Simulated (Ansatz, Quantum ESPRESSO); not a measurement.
Given: the input of a run of Quantum ESPRESSO 7.5 on NaLa. Atoms were shifted at random by some hundredths of an Å from the given cell, which wasn't relaxed again for these runs. The cell comes from a database or a generator and needn't be the stable form of this composition.

The input pw.in:

```
&CONTROL
  calculation = 'scf'
  prefix = 'pwscf'
  outdir = './tmp'
  pseudo_dir = './pseudo'
  tprnfor = .true.
  tstress = .true.
  disk_io = 'nowf'
/
&SYSTEM
  ibrav = 0
  nat = 2
  ntyp = 2
  ecutwfc = 55
  ecutrho = 440
  nbnd = 16
  occupations = 'smearing'
  smearing = 'fd'
  degauss = 0.00367493
/
&ELECTRONS
  conv_thr = 4d-10
  electron_maxstep = 120
  mixing_beta = 0.5
/
ATOMIC_SPECIES
La   138.9055 La.paw.z_11.atompaw.wentzcovitch.v1.2.upf
Na    22.9898 na_pbe_v1.5.uspp.F.UPF
CELL_PARAMETERS angstrom
   3.6062507687    0.0000000000    0.0000000000
  -1.8031253843    3.1231047781    0.0000000000
   0.0000000000    0.0000000000    6.4837820000
ATOMIC_POSITIONS crystal
La     0.3370370000    0.6676150000    0.5045340000
Na     0.0054740000    0.0030290000    0.0062880000
K_POINTS automatic
9 9 4 0 0 0
```

Potentials or basis: SSSP 1.3 efficiency PBE.

Run with:

```sh
$ OMP_NUM_THREADS=1 pw.x -in pw.in > pw.out
```

**Question.** What does the same run look like in Ansatz 0.2.0? Potentials or basis there: Ansatz PAW, cutoff 420 eV.

**Answer.** As run (cutoffs and basis follow the program's own potentials, and thresholds, step limits or extra output files can differ):

input.yaml

```yaml
crystal:
  lattice:
    - [3.6062507687, 0.0, 0.0]
    - [-1.8031253843, 3.1231047781, 0.0]
    - [0.0, 0.0, 6.483782]
  atoms:
    - { symbol: La, position: [0.337037, 0.667615, 0.504534] }
    - { symbol: Na, position: [0.005474, 0.003029, 0.006288] }
hamiltonian:
  xc: pbe
  pseudopotentials: { kind: paw }
kpoints:
  mp_grid: { grid: [9, 9, 4] }
scf:
  occupations: { method: fermi_dirac, width: 0.05 }
output:
  forces: true
  stress: true
  eigenvalues: true
```

Potentials or basis: Ansatz PAW.

Launch:

```sh
$ ansatz run input.yaml --threads 2 --pin off --max-ram 5120MiB --backend cpu --events-out ev --progress --plain --runs-dir out
```

Both were run:

|  | Quantum ESPRESSO | Ansatz |
| --- | --- | --- |
| Pressure | 0.0 GPa | -0.1 GPa |
| Energy over the undisturbed cell | 0.0 meV/atom | 0.0 meV/atom |

Ansatz's pressure holds a Pulay term of +0.00 GPa for its cutoff of 420 eV, which the other run lacks.

Where Ansatz's input types no cutoff or centring, it takes its own default and a Γ-centred mesh.

Pressure is positive in compression.
